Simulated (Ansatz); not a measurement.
In plane-wave PAW r²SCAN (Ansatz code), SiC$_{3}$ in the tetragonal phase (P-4m2; C on 1a, C on 2g, Si on 1c) relaxes to a = 2.797 Å, c = 4.091 Å. C on 1a has 4 nearest neighbours from 1.65 Å (tetrahedral); Si has 4 nearest neighbours from 1.82 Å (tetrahedral). Its formation energy from the elements is 0.48 eV/atom, with no fitted shifts.

The Kohn–Sham gap is 1.64 eV (indirect). The valence maximum lies at Γ and the conduction minimum on the M–Γ line, 16 % of the way from M (4 equivalent valleys). HSE06 on the same cell gives 2.33 eV. The electron mass is 0.40, 0.44, 0.62 mₑ (principal values).

An equation-of-state fit gives a bulk modulus of 286 GPa. The relaxed-ion elastic constants in GPa are C11 = 664, C12 = 20.8, C13 = 135, C33 = 702, C44 = 318, C66 = 196. The elastic constants imply a Debye temperature near 1490 K. Bader charges are C -1.49 to +0.03, Si +2.94 e.

The start of the workflow was typed in or built on a structure type; neither database checked (COD, Materials Project) lists it. Its standing as an ambient phase is unchecked. Symmetry was held in the r²SCAN relaxation; its stability against distortions is not shown here. Its formation energy is positive at this level, so the cell may be metastable or incomplete. The references are the lowest solids computed at this level, not always the standard phases.

Potentials: the earlier of the program's two PAW sets.
